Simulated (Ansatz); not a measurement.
Ga2OS2, polar In2Se3 (zinc-blende-like, planes O-Ga-S-Ga-S)-type layer, relaxed and computed with two functionals in Ansatz (plane waves, PAW).

| functional | a (Å) | thickness (Å) |
|---|---|---|
| PBE | 3.410 | 5.61 |
| r²SCAN+D4 | … | … |

Task: Some entries are withheld; supply them.

Result: 
- r²SCAN+D4, a (Å): 3.364
- r²SCAN+D4, thickness (Å): 5.53

All cells were relaxed under the symmetry of their starts (and spin orders); stability against distortions was not tested throughout. Scalar-relativistic: spin–orbit coupling is off unless named, which matters more the heavier the elements. Constructed layers (a layer type filled with these elements): Ga2OS2, polar In2Se3 (zinc-blende-like, planes O-Ga-S-Ga-S)-type layer; Ga2OS2, polar In2Se3 (zinc-blende-like, planes O-Ga-S-Ga-S)-type layer.

Potentials: the later of the program's two PAW sets.

Ansatz (an electronic-structure program) is a plane-wave DFT program.
